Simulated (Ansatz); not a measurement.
Relaxed TiB₂ (AlB2 type, space group P6/mmm):

```xyz
3
Lattice="3.0320 0.0000 0.0000 -1.5160 2.6258 0.0000 0.0000 0.0000 3.2243" Properties=species:S:1:pos:R:3 pbc="T T T"
Ti     0.0000     0.0000     0.0000
B      0.0000     1.7505     1.6122
B      1.5160     0.8753     1.6122
```

A phonon eigenvector at Γ is frozen into this cell: atom i moves by Q times the vector below, so Q is the largest atomic displacement, in Å. The cell is held. It is one choice among 2 degenerate patterns.

```
atom      x       y      z
----  -----  ------  -----
Ti1   0.000  -0.452  0.000
B2    0.000   1.000  0.000
B3    0.000   1.000  0.000
```

Computed with PBE (plane waves to 420 eV, PAW, scalar-relativistic; Ansatz, a first-principles code). k mesh 18×18×14 (Γ-centred), Fermi-Dirac smearing 0.05 eV. Energies are smeared free energies. Compression counts positive. With partly filled bands, energies and forces of such displacements shift with the k mesh and the smearing. TiB2 is run without spin polarisation. TiB2 was relaxed with its symmetry unable to fall. The zero of ΔE is the undisplaced structure.

```
Q (Å)   ΔE (meV/cell)  −dE/dQ from forces (eV/Å)  P (GPa)
------  -------------  -------------------------  -------
-0.180     (withheld)                      5.286      6.2
-0.150            334                      4.434      4.3
-0.120            214                      3.562      2.8
-0.090            121                      2.677      1.6
-0.060     (withheld)                      1.789      0.7
-0.030             13                      0.899      0.2
0.000               0                      0.000      0.0
0.030              13                     -0.899      0.2
0.060      (withheld)                     -1.789      0.7
0.090             121                     -2.677      1.6
0.120             214                     -3.562      2.8
0.150             334                     -4.434      4.3
0.180      (withheld)                     -5.286      6.2
```

**Question.** What belongs in the gaps?

**Answer.** 
- -0.180, ΔE (meV/cell): 480
- -0.060, ΔE (meV/cell): 54
- 0.060, ΔE (meV/cell): 54
- 0.180, ΔE (meV/cell): 480

(A displaced cell: forces are minus the slopes of the energy, force constants its curvatures, and phonons follow from these.)
